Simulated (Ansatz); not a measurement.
W (space group Pm-3n)

```
CELL_PARAMETERS angstrom
      5.03303     0.00000     0.00000
      0.00000     5.03303     0.00000
      0.00000     0.00000     5.03303
ATOMIC_POSITIONS crystal
  W  0.00000 0.00000 0.00000
  W  0.50000 0.50000 0.50000
  W  0.00000 0.50000 0.25000
  W  0.00000 0.50000 0.75000
  W  0.25000 0.00000 0.50000
  W  0.75000 0.00000 0.50000
  W  0.50000 0.75000 0.00000
  W  0.50000 0.25000 0.00000
```

This relaxed cell (volume V₀) is scaled evenly in all directions, its shape held. Symmetry pins the atoms to their sites.

The numbers are results of PBEsol (plane waves to 420 eV, PAW, scalar-relativistic; Ansatz, a program for electronic structure), not measurements. k mesh 9×9×9 (Γ-centred), Fermi-Dirac smearing 0.05 eV. The energy includes the smearing's −TS. Stress and pressure are positive under compression. Left out: 2 of 11 points, with atoms too close for the PAW data. Spin-orbit coupling is left out, though W is heavy. This is one of several known forms of W; the measured ambient cells at hand have space group No. 229. W is run without spin polarisation. W was relaxed with its symmetry unable to fall. ΔE is measured from the relaxed starting cell.

```
V (Å³/atom)  P (GPa)  ΔE (meV/atom)
-----------  -------  -------------
14.407           ___            172
14.917           ___             72
15.427          11.0            ___
15.937           0.0              0
16.447          -9.3            ___
16.957         -17.2             58
17.467           ___            124
17.977         -29.6            209
18.487         -34.3            311
```

Question: Some entries are withheld; supply them.

Answer: 
- 14.407, P (GPa): 39.3
- 14.917, P (GPa): 24.0
- 15.427, ΔE (meV/atom): 17
- 16.447, ΔE (meV/atom): 15
- 17.467, P (GPa): -23.9

(A scan under strain: stresses follow from slopes of the energy per volume, elastic moduli from its curvatures.)
